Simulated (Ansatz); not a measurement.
Ge (space group P4_32_12)

```xyz
12
Lattice="5.9290 0.0000 0.0000 0.0000 5.9290 0.0000 0.0000 0.0000 6.9542" Properties=species:S:1:pos:R:3 pbc="T T T"
Ge     0.5239     0.5239     0.0000
Ge     2.4406     3.4884     5.2157
Ge     5.4050     5.4050     3.4771
Ge     3.4884     2.4406     1.7386
Ge     1.0190     2.1881     1.7919
Ge     0.7764     3.9835     0.0534
Ge     4.9099     3.7409     5.2691
Ge     5.1526     1.9454     3.5305
Ge     3.9835     0.7764     6.9008
Ge     3.7409     4.9099     1.6852
Ge     1.9454     5.1526     3.4237
Ge     2.1881     1.0190     5.1623
```

The slice is a (010) plane (indices of the conventional cell) through the point (0.131, 0.672, 0.008) (fractional), spanned by u = [100] and v = [001] in vectors of this cell: u (5.93 Å) and v (6.95 Å, at 90° to u). It covers one period; positions are fractions (u, v).

Computed with PBEsol (plane waves to 420 eV, PAW, scalar-relativistic; Ansatz, a first-principles code). k mesh 5×5×4. These are valence fields of a PAW run, semicore shells included where kept as valence: close to a nucleus they are smooth pseudo fields. Ge was relaxed with its symmetry unable to fall. This is one of several known forms of Ge; the measured ambient cells at hand have space group No. 227.

### Question
Sketch the density of the lowest conduction band (whole band as if filled, smooth part) on this plane as a map.

### Answer
```
|35642100000011112575|
|77520122100123310257|
|76300245310257641036|
|43211478621368863113|
|22223579831366466322|
|12233458731254257521|
|12233347620255468531|
|11222234421246787421|
|00110012110135665310|
|00110000000123443210|
|00111000000011233210|
|11233200000001233321|
|12454310000001133321|
|23454310001000123221|
|23443210011100012211|
|12332100112100001111|
|12221101111111000000|
|11111111111222110000|
|11211111111233211000|
|33322111111233222222|
|66653211111233223455|
|78974210000122234687|
|35984210000011224885|
|13773100000001124773|
```
Scale: ten equal steps from 0.003 (start of '0') to 0.021 (end of '9'), in the order '0123456789'. Values: density of the lowest conduction band (whole band as if filled, smooth part) in e/Å³. The map has 20 points along u (one character each, u = 0 at the left) and 24 along v (v = 0 in the bottom row).
